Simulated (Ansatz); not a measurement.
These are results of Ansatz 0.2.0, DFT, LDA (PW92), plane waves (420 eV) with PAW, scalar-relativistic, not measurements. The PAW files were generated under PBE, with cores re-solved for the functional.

An element in the omega (AlB2-type) structure gives this curve. The cell is scaled uniformly from the relaxed one, with fractional coordinates and shape fixed. Energies are extrapolated to zero smearing, pressures are those at the given smearing. Magnetic state: spin not included.

```csv
V (Å³/atom),E − E₀ (meV/atom),P (GPa)
15.429,196.7,33.83
16.130,80.8,20.26
16.832,18.5,9.17
17.533,0.0,0.05
18.234,17.7,-7.50
18.936,65.4,-13.74
19.637,137.8,-18.89
```

Problem. Which element is it?
A. selenium
B. lithium
C. tantalum
D. platinum

Solution. C. Its fit is V₀ = 17.52 Å³/atom, B₀ = 207 GPa, B₀′ = 3.8.
